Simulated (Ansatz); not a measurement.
The cell is the one relaxed in the Materials Project (mp-16260), not relaxed further here; entries there can be hypothetical.

An input for CaGe2Pd2: DFT, PBEsol, all-electron LAPW, scalar-relativistic (Ansatz 0.2.0).

Command: `ansatz run input.yaml --threads 2 --pin off --max-ram 6144MiB --backend cpu --events-out ev --progress --plain --runs-dir out` The run took 2.1 min on 2 threads of Intel(R) Xeon(R) 6975P-C (Granite Rapids) (shared host).

```yaml
crystal:
  lattice:
    - [-2.1545804327, 2.1545804327, 5.0560525547]
    - [2.1545804327, -2.1545804327, 5.0560525547]
    - [2.1545804327, 2.1545804327, -5.0560525547]
  atoms:
    - { symbol: Ca, position: [0.0, 0.0, 0.0] }
    - { symbol: Ge, position: [0.3762142, 0.3762142, 0.0] }
    - { symbol: Ge, position: [0.6237858, 0.6237858, 0.0] }
    - { symbol: Pd, position: [0.75, 0.25, 0.5] }
    - { symbol: Pd, position: [0.25, 0.75, 0.5] }
kpoints:
  mp_grid: { grid: [11, 11, 11] }
  band_path:
    path:
      - [0.0, 0.0, 0.0]
      - [0.0, 0.0, 0.5]
      - [0.25, 0.25, 0.25]
      - [0.0, 0.5, 0.0]
      - [0.0, 0.0, 0.0]
      - [0.5, 0.5, -0.5]
      - [0.2953985804, 0.7046014196, -0.2953985804]
      - [-0.2953985804, 0.2953985804, 0.2953985804]
      - [0.0, 0.0, 0.0]
    npoints: 14
scf:
  occupations: { method: fermi_dirac, width: 0.05 }
hamiltonian:
  xc: pbesol
  pseudopotentials: { kind: all_electron, lapw: { basis_error: 0.0005 } }
output:
  forces: true
  stress: true
  eigenvalues: true
  fatbands: true
  populations: true
  dos: { projected: true, de: 0.2, e_range: [-14, 8] }
```

Set-up and iterations as logged by Ansatz (the results part is left out, to be predicted):

```
Ca: projections on atomic orbitals take those of the free atom 1s2 2s2 2p6 3s2 3p6 4s2, of charge +0.00 (hamiltonian.pseudopotentials.projection_atoms)
Ge: projections on atomic orbitals take those of the free atom 1s2 2s2 2p6 3s2 3p6 3d10 4s2 4p2, of charge +0.00 (hamiltonian.pseudopotentials.projection_atoms)
Pd: projections on atomic orbitals take those of the free atom 1s2 2s2 2p6 3s2 3p6 3d10 4s2 4p6 4d10, of charge +0.00 (hamiltonian.pseudopotentials.projection_atoms)
LAPW: plane waves up to 9.426 Å⁻¹, error target 5.0e-4 eV per atom; small_component_spin mean_spin; Ca in spheres of 1.274 Å, 18 of its electrons in bands, Dirac shells []; Ge in spheres of 1.230 Å, 22 of its electrons in bands, Dirac shells []; Pd in spheres of 1.274 Å, 28 of its electrons in bands, Dirac shells []
Engine: ansatz 0.2.0
Pseudopotentials: kind: all_electron
Pseudopotential: Ca, LAPW, valence charge 18, Koelling and Harmon's equation, gaussian nucleus
Pseudopotential: Ge, LAPW, valence charge 22, Koelling and Harmon's equation, gaussian nucleus
Pseudopotential: Pd, LAPW, valence charge 28, Koelling and Harmon's equation, gaussian nucleus
Functional definition: PBEsol
  exchange = pbesol_x
  correlation = pbesol_c
Crystal: 5 atoms, lattice volume = 93.885 Å³
Basis set: ecut = 338.5042863029079 eV, 1331 PW (Γ), FFT grids on a1+a3, a2+a3, a3, exchange–correlation at level 2
Bands: 71, of which v1, the nominal top of the filled ones, is band 59 counted from 1 (58 counted from 0)
Symmetry: 16 space group operations
Space group: I4/mmm (ITA 139), of the structure as read, at distance tolerance 4.5e-5 Å
k-points: 126 of 1331
Non-local potential: Ca, projectors of the file, none
Non-local potential: Ge, projectors of the file, none
Non-local potential: Pd, projectors of the file, none
Initial density: superposition of atomic densities (chi_scale 0.1, normalization cell, long waves kept (reshape's long-wave potential 0.01 eV rms))
Initial wavefunctions: plane waves of lowest kinetic energy (no species holds an atomic orbital)
Functional: x = pbesol(κ = 0.804, μ = 0.12345679012345678), c = pbesol(β = 0.046)
iter 1 solved again at ethr=2.08e-2 eV; its pass at ethr=1.00e-1 eV (dr2=2.45e1 eV) is discarded
SCF iter   1: F=—  HF=-407132.860471 eV  |F-HF|=—  |Δ(HF+E_count)|=         —  Δρ=1.07e-1  dr2=2.45e1  ethr=2.08e-2  ⟨swp⟩=2.0  Hψ=51721  notcnv=0
SCF iter   2: F=—  HF=-407133.265363 eV  |F-HF|=—  |Δ(HF+E_count)|=   4.05e-1  Δρ=5.13e-2  dr2=4.84e0  ethr=2.08e-2  ⟨swp⟩=2.5  Hψ=24778  notcnv=0
iter 3 solved again at ethr=8.59e-5 eV; its pass at ethr=4.10e-3 eV (dr2=1.01e-1 eV) is discarded
SCF iter   3: F=—  HF=-407125.836098 eV  |F-HF|=—  |Δ(HF+E_count)|=    7.43e0  Δρ=9.39e-3  dr2=1.01e-1  ethr=8.59e-5  ⟨swp⟩=2.0  Hψ=46189  notcnv=0
SCF iter   4: F=—  HF=-407125.766901 eV  |F-HF|=—  |Δ(HF+E_count)|=         —  Δρ=9.36e-3  dr2=1.51e-1  ethr=8.59e-5  ⟨swp⟩=2.0  Hψ=27429  notcnv=0
the basis was enlarged: its passes take 86.6 KiB over the memory plan, 2 of 2 planned eigensolver slots
SCF iter   5: F=—  HF=-407125.751729 eV  |F-HF|=—  |Δ(HF+E_count)|=   1.52e-2  Δρ=3.87e-3  dr2=3.36e-2  ethr=8.59e-5  ⟨swp⟩=2.0  Hψ=26028  notcnv=0
SCF iter   6: F=—  HF=-407125.748607 eV  |F-HF|=—  |Δ(HF+E_count)|=   3.12e-3  Δρ=1.56e-3  dr2=7.37e-3  ethr=2.85e-5  ⟨swp⟩=2.0  Hψ=25928  notcnv=0
SCF iter   7: F=—  HF=-407125.747107 eV  |F-HF|=—  |Δ(HF+E_count)|=   1.50e-3  Δρ=7.90e-4  dr2=2.12e-3  ethr=6.25e-6  ⟨swp⟩=2.0  Hψ=26029  notcnv=0
SCF iter   8: F=—  HF=-407125.746727 eV  |F-HF|=—  |Δ(HF+E_count)|=   3.80e-4  Δρ=5.08e-4  dr2=9.32e-4  ethr=1.79e-6  ⟨swp⟩=2.0  Hψ=26027  notcnv=0
SCF iter   9: F=—  HF=-407125.746544 eV  |F-HF|=—  |Δ(HF+E_count)|=   1.83e-4  Δρ=2.53e-4  dr2=2.60e-4  ethr=7.89e-7  ⟨swp⟩=2.0  Hψ=26023  notcnv=0
SCF iter  10: F=—  HF=-407125.746478 eV  |F-HF|=—  |Δ(HF+E_count)|=   6.57e-5  Δρ=6.79e-5  dr2=1.54e-5  ethr=2.20e-7  ⟨swp⟩=2.0  Hψ=26026  notcnv=0
SCF iter  11: F=—  HF=-407125.746475 eV  |F-HF|=—  |Δ(HF+E_count)|=   3.75e-6  Δρ=3.08e-5  dr2=1.56e-6  ethr=1.31e-8  ⟨swp⟩=2.0  Hψ=26026  notcnv=0
SCF iter  12: F=—  HF=-407125.746475 eV  |F-HF|=—  |Δ(HF+E_count)|=   1.76e-7  Δρ=1.94e-5  dr2=6.44e-7  ethr=1.32e-9  ⟨swp⟩=2.0  Hψ=26026  notcnv=0
SCF iter  13: F=—  HF=-407125.746474 eV  |F-HF|=—  |Δ(HF+E_count)|=   3.28e-7  Δρ=6.31e-6  dr2=7.22e-8  ethr=5.46e-10  ⟨swp⟩=2.0  Hψ=26026  notcnv=0
SCF iter  14: F=-407125.746474 eV  HF=-407125.746474 eV  |F-HF|=1.57e-9  |Δ(HF+E_count)|=   2.36e-8  Δρ=2.55e-6  dr2=7.57e-9  ethr=6.12e-11  ⟨swp⟩=2.0  Hψ=26026  notcnv=0
```

Spin polarisation is left out, and whether a magnetic state lies lower isn't shown here.

(1) What pressure will this run report?

(2) How large will the largest force be?

(3) Is there a band gap?

## Answers

(1) -2.10 GPa (positive in compression).

(2) 0.190 eV/Å.

(3) none: bands cross the Fermi level, a metal.
